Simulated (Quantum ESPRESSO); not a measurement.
pw.x input (Quantum ESPRESSO 7.5; PBEsol, PseudoDojo standard norm-conserving files, scalar-relativistic):

```
&CONTROL
  calculation = 'scf'
  pseudo_dir = './pseudo'
  outdir = './out'
  tprnfor = .true.
  tstress = .true.
/
&SYSTEM
  ibrav = 0
  nat = 5
  ntyp = 3
  ecutwfc = 78.0
  ecutrho = 312.0
  occupations = 'smearing'
  smearing = 'fd'
  degauss = 0.002
  nbnd = 26
/
&ELECTRONS
  conv_thr = 5e-10
/
ATOMIC_SPECIES
Cl 35.4500 Cl.upf
Ge 72.6300 Ge.upf
Cs 132.9055 Cs.upf
CELL_PARAMETERS angstrom
  3.846814994000   2.220959672000   3.178300000000
 -3.846814994000   2.220959672000   3.178300000000
  0.000000000000  -4.441919345000   3.178300000000
ATOMIC_POSITIONS crystal
Cl   0.496705000000   0.496705000000   0.948640000000
Cl   0.948640000000   0.496705000000   0.496705000000
Cl   0.496705000000   0.948640000000   0.496705000000
Ge   0.515530000000   0.515530000000   0.515530000000
Cs   0.998400000000   0.998400000000   0.998400000000
K_POINTS automatic
6 6 6 0 0 0
```

End of the output:

```
     total energy              =    -323.79023855 Ry
     estimated scf accuracy    <          2.5E-09 Ry
[...]
     the Fermi energy is     4.9062 ev
!    total energy              =    -323.79023855 Ry
     estimated scf accuracy    <          2.4E-10 Ry
     smearing contrib. (-TS)   =      -0.00000000 Ry
     internal energy E=F+TS    =    -323.79023855 Ry
     The total energy is F=E-TS. E is the sum of the following terms:
     one-electron contribution =    -168.42142178 Ry
     hartree contribution      =     102.96103176 Ry
     xc contribution           =     -83.44500114 Ry
     ewald contribution        =    -174.88484739 Ry
     convergence has been achieved in   9 iterations
     Forces acting on atoms (cartesian axes, Ry/au):
     atom    1 type  1   force =     0.00000000   -0.00419166    0.00244272
     atom    2 type  1   force =     0.00363008    0.00209583    0.00244272
     atom    3 type  1   force =    -0.00363008    0.00209583    0.00244272
     atom    4 type  2   force =     0.00000000   -0.00000000   -0.00707815
     atom    5 type  3   force =     0.00000000    0.00000000   -0.00025000
     Total force =     0.010990     Total SCF correction =     0.000074
     Computing stress (Cartesian axis) and pressure
          total   stress  (Ry/bohr**3)                   (kbar)     P=       -5.29
  -0.00003402  -0.00000000  -0.00000000           -5.00       -0.00       -0.00
   0.00000000  -0.00003402  -0.00000000            0.00       -5.00       -0.00
   0.00000000  -0.00000000  -0.00003978            0.00       -0.00       -5.85
```
In a gapped system the printed Fermi energy is only some level inside the gap.

Spin-orbit coupling is not included.

Geometry of the Materials Project entry, not relaxed at this level.
